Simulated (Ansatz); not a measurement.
ZrMo:
```xyz
2
Lattice="0.0000 2.7480 2.7480 2.7480 0.0000 2.7480 2.7480 2.7480 0.0000" Properties=species:S:1:pos:R:3 pbc="T T T"
Mo     0.0000     0.0000     0.0000
Zr     2.7480     2.7480     2.7480
```

Relaxed with PBE. Special points in fractions of this cell's reciprocal vectors: Γ (0.000, 0.000, 0.000); X (0.500, 0.000, 0.500); U (0.625, 0.250, 0.625); K (0.375, 0.375, 0.750); L (0.500, 0.500, 0.500); W (0.500, 0.250, 0.750).

Q: List the band energies nearest the Fermi level at these points for the program Ansatz at the PBE with spin–orbit coupling level (PAW).

A: In eV from the Fermi level; about four levels below and three above (degenerate sets whole), none deeper than 8.9 eV; points with the same levels are listed once.

```csv
k,below,above
Γ,-2.34 -2.34 -2.34 -2.34 -2.26 -2.26,5.09 5.09 5.09 5.09
X,-1.76 -1.76 -0.96 -0.96,0.61 0.61 1.05 1.05
U,-1.10 -1.10 -0.99 -0.99,0.59 0.59 2.39 2.39
L,-0.42 -0.42 -0.33 -0.33,0.72 0.72 0.78 0.78
W,-1.65 -1.65 -1.47 -1.47,0.34 0.34 1.12 1.12
```

Space group Fm-3m (rock salt). The start of the workflow was typed in or built on a structure type; neither database checked (COD, Materials Project) lists it. Whether it is the stable phase at ambient conditions was not checked. The PBE relaxation kept the symmetry of its start; whether a distortion lowers the energy is not shown. No spin polarisation was allowed. Its formation energy is positive at this level, so the cell may be metastable or incomplete.

Potentials: the later of the program's two PAW sets.
